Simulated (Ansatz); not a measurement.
BN (wurtzite)

```xyz
4
Lattice="2.5545 0.0000 0.0000 -1.2773 2.2123 0.0000 0.0000 0.0000 4.2246" Properties=species:S:1:pos:R:3 pbc="T T T"
B      1.2773     0.7374     4.2242
B      0.0000     1.4749     2.1119
N      1.2773     0.7374     2.6416
N      0.0000     1.4749     0.5293
```

The atoms are displaced by Q × the pattern below (from a DFPT mode at Γ, largest move 1; Q in Å), at fixed cell. It is one choice among 2 degenerate patterns.

```csv
atom,x,y,z
B1,0.000,1.000,0.000
B2,0.000,-1.000,0.000
N3,0.000,0.721,0.000
N4,0.000,-0.721,0.000
```

The numbers are results of PBE (plane waves to 420 eV, PAW, scalar-relativistic; Ansatz, a quantum-chemistry and plane-wave program), not measurements. k mesh 15×15×8 (Γ-centred), Fermi-Dirac smearing 0.05 eV. The energy includes the smearing's −TS. BN was relaxed with its symmetry unable to fall. ΔE is measured from the undisplaced structure.

| Q (Å) | ΔE (meV/cell) |
|---|---|
| -0.1000 | 704 |
| -0.0833 | 475 |
| -0.0667 | 295 |
| -0.0500 | 161 |
| -0.0333 | 69 |
| -0.0167 | 17 |
| 0.0000 | 0 |
| 0.0167 | 16 |
| 0.0333 | 61 |
| 0.0500 | 132 |
| 0.0667 | 227 |
| 0.0833 | withheld |
| 0.1000 | 471 |

Q: Fit a polynomial form (powers 2, 3, 4) to the given rows and predict ΔE at Q = 0.0833.

A: Least squares on the 12 given rows: ΔE = (58610)·Q² + (-116400)·Q³ + (14080)·Q⁴, in meV/cell with Q in Å; root-mean-square residual 0.3 meV/cell. At 0.0833 the fit gives 340 meV/cell; the calculation gives 341 meV/cell, so the interpolation is off by -1 (-0.3 %). The quadratic term alone would give 407 meV/cell.

(A displaced cell: forces are minus the slopes of the energy, force constants its curvatures, and phonons follow from these.)
